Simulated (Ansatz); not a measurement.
The start is a relaxed Y cell displaced along its unstable phonon at q = (½, ½, ½) of its primitive reciprocal cell (78i cm⁻¹), largest move 0.15 Å. The cell and all atomic positions are relaxed at zero pressure with PBEsol (plane waves to 420 eV, PAW, scalar-relativistic; Ansatz, a quantum-chemistry and plane-wave program). The first steps use a coarse 11×11×11 k-mesh.

Starting cell:
```
Y
1.0
   -6.07932     6.07932     3.36028
    0.00000     0.00000     3.36028
    0.00000     6.07932     0.00000
Y
4
Direct
  0.00000   0.25000   0.52467
  0.50000   0.25000   0.47533
  0.00000   0.00000   0.02467
  0.50000   0.00000   0.97533
```

* **Energy released**: 0.43 eV/atom
* **Volume change**: +1.0 %, from 31.05 to 31.35 Å³/atom
* **Relative to the parent**: It does not go back: it reaches P6₃/mmc (No. 194), hcp (Mg type), 0.45 eV/atom below the parent
* **Shortest distances (start → end)**: The closest pairs of elements (up to four, under 3.6 Å), start → end: Y–Y 3.15 → 3.48 Å
* **Band gap at the end**: zero (metallic)
* **Optimiser moves**: 9

The end point of the relaxation:

```cif
data_Y2
_chemical_formula_sum 'Y2'
_space_group_name_H-M_alt 'P63/mmc'
_space_group_IT_number 194
_space_group_name_Hall '-P 6c 2c'
_cell_length_a 3.59939
_cell_length_b 3.59939
_cell_length_c 5.58780
_cell_angle_alpha 90.000
_cell_angle_beta 90.000
_cell_angle_gamma 120.000
loop_
_atom_site_label
_atom_site_type_symbol
_atom_site_symmetry_multiplicity
_atom_site_Wyckoff_symbol
_atom_site_fract_x
_atom_site_fract_y
_atom_site_fract_z
_atom_site_occupancy
Y1 Y 2 d 0.66667 0.33333 0.25000 1
```

Final values are on a 15×15×9 k-mesh of the relaxed cell. No spin polarisation in the result.

The run could not lose the symmetry of its start.

Of the parent cell (I4₁/amd (No. 141)): it is a generated cell of Y: the first start was made by placing the elements on the sites of a structure type, and the end was not matched to a known phase here, so it may be hypothetical. Known forms of Y include space group No. 194.
